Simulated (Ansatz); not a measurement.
## Ba$_{2}$FeWO$_{6}$: one input, then a changed one

The geometry is COD entry 1531103, unchecked; take it as a test cell.

First run: DFT, LDA, PAW with Ansatz's default frozen-core files, scalar-relativistic (Ansatz 0.2.0).

Command: `ansatz run input.yaml --threads 4 --pin off --max-ram 16384MiB --backend cpu --events-out ev --progress --plain --runs-dir out` The run took 50 s on 4 threads of Arm Neoverse V1, on a shared host, peak memory 1 GiB.

```yaml
crystal:
  lattice:
    - [-2.8724, 2.8724, 4.0555]
    - [2.8724, -2.8724, 4.0555]
    - [2.8724, 2.8724, -4.0555]
  atoms:
    - { symbol: Ba, position: [0.75, 0.25, 0.5] }
    - { symbol: Ba, position: [0.25, 0.75, 0.5] }
    - { symbol: Fe, position: [0.5, 0.5, 0.0], spin: 3.0 }
    - { symbol: W, position: [0.0, 0.0, 0.0] }
    - { symbol: O, position: [0.239, 0.239, 0.478] }
    - { symbol: O, position: [0.239, 0.761, 0.0] }
    - { symbol: O, position: [0.761, 0.761, 0.522] }
    - { symbol: O, position: [0.761, 0.239, 0.0] }
    - { symbol: O, position: [0.236, 0.236, 0.0] }
    - { symbol: O, position: [0.764, 0.764, 0.0] }
magnetization:
  spin_polarized: true
kpoints:
  mp_grid: { grid: [7, 7, 7] }
  band_path:
    path:
      - [0.0, 0.0, 0.0]
      - [0.0, 0.0, 0.5]
      - [0.25, 0.25, 0.25]
      - [0.0, 0.5, 0.0]
      - [0.0, 0.0, 0.0]
      - [0.5, 0.5, -0.5]
      - [0.3754125601, 0.6245874399, -0.3754125601]
      - [-0.3754125601, 0.3754125601, 0.3754125601]
      - [0.0, 0.0, 0.0]
    npoints: 14
scf:
  occupations: { method: fermi_dirac, width: 0.05 }
hamiltonian:
  xc: lda
  pseudopotentials: { kind: paw }
output:
  forces: true
  stress: true
  eigenvalues: true
  efg: { contact_densities: true }
  populations: true
  bader: true
  dos: { projected: true, de: 0.2, e_range: [-14, 8] }
  write_density: true
  write_potential: true
  elf: true
  volumetric_format: npy
```

Result: converged; pressure -7.47 GPa; largest force 0.671 eV/Å; moment 4.00 μB; 13 SCF iterations.

Semilocal functionals without U often leave such compounds metallic or with too small a gap, and the real magnetic order may differ.

Spin–orbit coupling is left out, though it moves levels of the heavy atoms by tenths of an eV or more.

The input is then changed:

```diff
@@ -32,5 +32,5 @@
     npoints: 14
 scf:
-  occupations: { method: fermi_dirac, width: 0.05 }
+  occupations: { method: fermi_dirac, width: 0.15 }
 hamiltonian:
   xc: lda
@@ -42,9 +42,4 @@
   efg: { contact_densities: true }
   populations: true
-  bader: true
-  dos: { projected: true, de: 0.2, e_range: [-14, 8] }
-  write_density: true
-  write_potential: true
-  elf: true
-  volumetric_format: npy
+accuracy: high
```

Problem. What does the second run give?

Solution. It converged; energy at zero smearing -0.7 meV/atom from the first run; pressure -7.34 GPa; largest force 0.622 eV/Å; moment 4.00 μB; 16 SCF iterations.

The results part of its log:

```
SCF 1 converged in 16 iterations: F = -29450.095961 eV  dr2 = 5.34e-11
  greatest PAW one-centre occupation: 1.005 electrons in one spin orbital (limit 2), on the Fe atom at site 2 (counted from 0), in its partial waves of l = 1
NSCF: frozen V_eff on 113 k-points
SCF converged after 16 iterations
Magnetization: 3.9979 μB (44.9989 up, 41.0011 down)
Absolute magnetization: 4.2660 μB (∫|ρ↑−ρ↓|, with the PAW one-centre terms)
Spin contamination: 0.1160 ħ² per cell (⟨S²⟩ above its minimum at these occupations)
Per-site moments (μB) at R_I (Å): [(-0.004736886374879012, 1.1844639669132224), (-0.004736886374878979, 1.1844639669132224), (3.4247523738931225, 0.8746904236473848), (-0.0433479862516682, 0.78960585), (0.07070100999792636, 0.8009617289338121), (0.07070100999792589, 0.8009617289338123), (0.07070100999792638, 0.8009617289338121), (0.07070100999792593, 0.8009617289338123), (0.06717197364037898, 0.78960585), (0.06717197364037873, 0.7896058500000002)]
Free energy (F): -29450.095961 eV
Harris-Foulkes:  -29450.095961 eV  (|F-HF|=2.91e-11)
Internal energy: -29449.919598 eV  (E = F + TS)
E sigma→0 (E₀):  -29450.007779 eV
Entropy (-TS):   -0.176363 eV (-17.636 meV/atom)
Fermi energy:    12.349937 eV
--- Per-component energies (eV) ---
  E_band       = -484.283354
  E_kinetic    = 2172.048391
  E_local      = -6504.374502  (includes V_loc(G=0)·N_el)
  E_nonlocal   = 655.907118
  E_hartree    = 2570.057621
  E_xc         = -1149.767508
  E_vxc        = -1219.944935  (∫ρ·V_xc dr)
  E_paw        = -20614.627937  (= ΣΔE_a)
  E_vpaw       = -728.049915  (= ΣTr[D̂ρ^β])
  E_aug_tail   = 0.015376  (compensation charges beyond the density's cutoff)
  E_ewald      = -6581.009406
  E_core_change = 1.831249  (= ΣΔE_core)
  E_smearing   = -0.176363  (= −TS)
  E_closure    = 0.000000  (closes the sum)
  Σ components = -29450.095961   (vs F -29450.095961, Δ=0.00e0)
--- Forces (eV/Å), atoms counted from 1 ---
  atom   1  Ba     0.00000000    -0.00000000     0.00000000
  atom   2  Ba     0.00000000     0.00000000     0.00000000
  atom   3  Fe    -0.00000000    -0.00000000    -0.00000000
  atom   4  W     -0.00000000     0.00000000     0.00000000
  atom   5  O      0.11313251     0.11313251     0.00000000
  atom   6  O     -0.11313251     0.11313251     0.00000000
  atom   7  O     -0.11313251    -0.11313251     0.00000000
  atom   8  O      0.11313251    -0.11313251     0.00000000
  atom   9  O      0.00000000     0.00000000     0.62193280
  atom  10  O     -0.00000000     0.00000000    -0.62193280
  max |Σ_I F_I| component: 2.22e-16 eV/Å
--- Stress (GPa, compression-positive) ---
       -7.991442       0.000000       0.000000
        0.000000      -7.991442      -0.000000
        0.000000      -0.000000      -6.038794
  P = ⅓ Tr σ = -7.3406 GPa (-73.406 kbar)
--- PAW observables at the nuclei: V_zz in 10²¹ V/m², potentials from the cell's mean, atoms counted from 1 ---
  atom   1  Ba V_zz =    -0.295456   η = 0.0000   by run symmetry: allowed
            electrostatic potential = -9628.621330 V   contact ρ = 2057488.181072 e/Å³   contact ρ_s (e/Å³): all electrons -0.229921, valence -0.225538
  atom   2  Ba V_zz =    -0.295456   η = 0.0000   by run symmetry: allowed
            electrostatic potential = -9628.621330 V   contact ρ = 2057488.181072 e/Å³   contact ρ_s (e/Å³): all electrons -0.229921, valence -0.225538
  atom   3  Fe V_zz =    +0.427675   η = 0.0000   by run symmetry: allowed
            electrostatic potential = -3208.164409 V   contact ρ = 99983.316501 e/Å³   contact ρ_s (e/Å³): all electrons -3.491224, valence +5.506472
  atom   4  W  V_zz =    -8.252582   η = 0.0000   by run symmetry: allowed
            electrostatic potential = -14805.624947 V   contact ρ = 8788782.332598 e/Å³   contact ρ_s (e/Å³): all electrons +4.938456, valence +4.983017
  atom   5  O  V_zz =    +2.633428   η = 0.1447   by run symmetry: allowed
            electrostatic potential = -628.253577 V   contact ρ = 2125.163345 e/Å³   contact ρ_s (e/Å³): all electrons +0.610862, valence +0.724298
  atom   6  O  V_zz =    +2.633428   η = 0.1447   by run symmetry: allowed
            electrostatic potential = -628.253577 V   contact ρ = 2125.163345 e/Å³   contact ρ_s (e/Å³): all electrons +0.610862, valence +0.724298
  atom   7  O  V_zz =    +2.633428   η = 0.1447   by run symmetry: allowed
            electrostatic potential = -628.253577 V   contact ρ = 2125.163345 e/Å³   contact ρ_s (e/Å³): all electrons +0.610862, valence +0.724298
  atom   8  O  V_zz =    +2.633428   η = 0.1447   by run symmetry: allowed
            electrostatic potential = -628.253577 V   contact ρ = 2125.163345 e/Å³   contact ρ_s (e/Å³): all electrons +0.610862, valence +0.724298
  atom   9  O  V_zz =    +1.932368   η = 0.0000   by run symmetry: allowed
            electrostatic potential = -628.228116 V   contact ρ = 2125.223494 e/Å³   contact ρ_s (e/Å³): all electrons +0.597630, valence +0.705986
  atom  10  O  V_zz =    +1.932368   η = 0.0000   by run symmetry: allowed
            electrostatic potential = -628.228116 V   contact ρ = 2125.223494 e/Å³   contact ρ_s (e/Å³): all electrons +0.597630, valence +0.705986
--- Band table (eV; the first three rows and the last of 80) ---
  k-point 0 ↑: bands = ["-76.6471", "-63.8287", "-43.0644", "-43.0644", "-43.0597", "-28.1400", "-28.1000", "-28.1000", "-14.6957", "-14.4708", "-6.9666", "-6.2770", "-6.1939", "-5.7142", "-5.6830", "-5.6830", "-0.5238", "-0.5238", "-0.5210", "0.1625", "0.1625", "0.1739", "4.5380", "5.2574", "5.3105", "6.7707", "6.7707", "6.8501", "7.4851", "7.4851", "7.5154", "8.7950", "8.7950", "8.8341", "9.1413", "9.1413", "9.1527", "9.6016", "9.6016", "9.6215", "9.9272", "9.9272", "9.9390", "10.3070", "10.3713", "13.6445", "13.7262", "13.7262", "14.9900", "14.9983", "16.2373", "16.5092", "16.5434", "16.5434", "18.5719", "18.5807"]
  k-point 1 ↑: bands = ["-76.6471", "-63.8287", "-43.0644", "-43.0644", "-43.0597", "-28.1400", "-28.1001", "-28.1000", "-14.6772", "-14.4817", "-6.9818", "-6.2869", "-6.2282", "-5.7457", "-5.7153", "-5.7078", "-0.4111", "-0.4067", "-0.3596", "0.1898", "0.2011", "0.2195", "4.6788", "5.2684", "5.4701", "6.5440", "6.7119", "6.7990", "7.0678", "7.4387", "7.4715", "8.3976", "8.4209", "8.6438", "9.0080", "9.1470", "9.2624", "9.2918", "9.6516", "9.6717", "9.8776", "9.9087", "9.9182", "10.3226", "10.9318", "13.6546", "13.7019", "13.7858", "15.3244", "15.3575", "16.5637", "16.6909", "16.9337", "16.9745", "18.4790", "18.7150"]
  k-point 2 ↑: bands = ["-76.6471", "-63.8287", "-43.0644", "-43.0644", "-43.0597", "-28.1400", "-28.1002", "-28.1001", "-14.6349", "-14.5058", "-7.0475", "-6.3836", "-6.2379", "-5.8138", "-5.7850", "-5.7037", "-0.1476", "-0.1402", "0.0528", "0.2516", "0.2624", "0.3470", "4.7137", "5.2676", "5.7131", "5.9835", "6.5375", "6.6394", "6.8700", "7.2920", "7.3350", "8.0425", "8.0711", "8.3230", "8.3893", "9.1519", "9.1597", "9.1805", "9.3236", "9.3373", "9.8982", "10.1707", "10.1884", "10.3245", "11.1837", "13.5043", "13.8955", "13.9807", "16.0917", "16.2585", "16.4734", "17.5720", "17.9864", "18.0378", "18.2646", "18.5383"]
  k-point 39 ↓: bands = ["-72.6193", "-63.8669", "-39.1588", "-39.1552", "-39.1552", "-28.1855", "-28.1472", "-28.1471", "-14.5908", "-14.5390", "-6.9493", "-6.5179", "-6.0731", "-5.7241", "-5.6824", "-5.5672", "0.1321", "0.1735", "0.2566", "0.3403", "0.4476", "0.4939", "4.7192", "5.6497", "5.7802", "5.9942", "6.3184", "6.4275", "7.2549", "7.3475", "7.9347", "8.1767", "8.2049", "8.7804", "8.8694", "8.9154", "9.0209", "9.0309", "9.1899", "9.9486", "11.9409", "12.8491", "12.8569", "13.6692", "13.7809", "13.7980", "14.1531", "14.1731", "16.6776", "17.0429", "17.5454", "17.9414", "18.1538", "18.2116", "19.0675", "19.2839"]
--- Löwdin populations: 10 sites ---
  site symbol       q [e]    m [muB]
     0     Ba      8.2602    -0.0029
     1     Ba      8.2602    -0.0029
     2     Fe     14.8187     3.5746
     3      W     12.4365    -0.1119
     4      O      6.9003     0.0935
     5      O      6.9003     0.0935
     6      O      6.9003     0.0935
     7      O      6.9003     0.0935
     8      O      6.8846     0.0881
     9      O      6.8846     0.0881
  spilling = 0.009932 (of n_electrons = 86.000000)
```
